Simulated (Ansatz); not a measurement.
La₃Tl:
```
CELL_PARAMETERS angstrom
      5.06857     0.00000     0.00000
      0.00000     5.06857     0.00000
      0.00000     0.00000     5.06857
ATOMIC_POSITIONS crystal
  Tl 0.00000 0.00000 0.00000
  La 0.00000 0.50000 0.50000
  La 0.50000 0.00000 0.50000
  La 0.50000 0.50000 0.00000
```

Relaxed with r²SCAN. Special points in fractions of this cell's reciprocal vectors: Γ (0.000, 0.000, 0.000); X (0.000, 0.500, 0.000); M (0.500, 0.500, 0.000); R (0.500, 0.500, 0.500).

**Question.** List the band energies nearest the Fermi level at these points for the program Ansatz at the r²SCAN with spin–orbit coupling level (PAW).

**Answer.** In eV from the Fermi level; about four levels below and three above (degenerate sets whole), none deeper than 8.9 eV; points with the same levels are listed once.

```
k                    below                          above
-  -----------------------  -----------------------------
Γ  -0.69 -0.69 -0.69 -0.69  0.23 0.23 1.05 1.05 1.05 1.05
X  -0.68 -0.68 -0.62 -0.62            0.78 0.78 1.23 1.23
M  -0.06 -0.06 -0.01 -0.01            0.14 0.14 0.62 0.62
R  -1.04 -1.04 -0.28 -0.28            0.35 0.35 0.35 0.35
```

Space group Pm-3m (Cu3Au type). The workflow started from an entry of the Crystallography Open Database (COD). Whether it is the stable phase at ambient conditions was not checked. Symmetry was held in the r²SCAN relaxation; whether a distortion lowers the energy is not shown.

Potentials: the later of the program's two PAW sets.
